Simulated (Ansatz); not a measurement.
GeS:
```xyz
8
Lattice="8.2373 0.0000 0.0000 0.0000 3.6404 0.0000 0.0000 0.0000 5.8590" Properties=species:S:1:pos:R:3 pbc="T T T"
Ge     4.2820     0.9101     4.4424
Ge     0.1634     0.9101     4.3460
Ge     3.9553     2.7303     1.4166
Ge     8.0740     2.7303     1.5129
S      6.8117     0.9101     0.4614
S      2.6931     0.9101     2.4681
S      1.4256     2.7303     5.3976
S      5.5442     2.7303     3.3908
```

This is the PBE-relaxed structure.

Q: All from the program Ansatz at the PBE level (PAW), unless another level is named. Predict the HSE06 gap on the PBE cell.

A: 1.37 eV.

Q: Predict the electron effective mass.

A: 0.15, 0.17, 0.67 mₑ (principal values).

Q: Give the hole effective mass.

A: 0.38, 1.3, 11 mₑ (principal values).

Q: Next, the valence-band maximum?

A: at Γ.

Space group Pnma. The PBE relaxation kept the symmetry of its start. The volume moved by 57 % from the start of the relaxation. Spin–orbit coupling is left out wherever it is not named.

Potentials: the later of the program's two PAW sets.
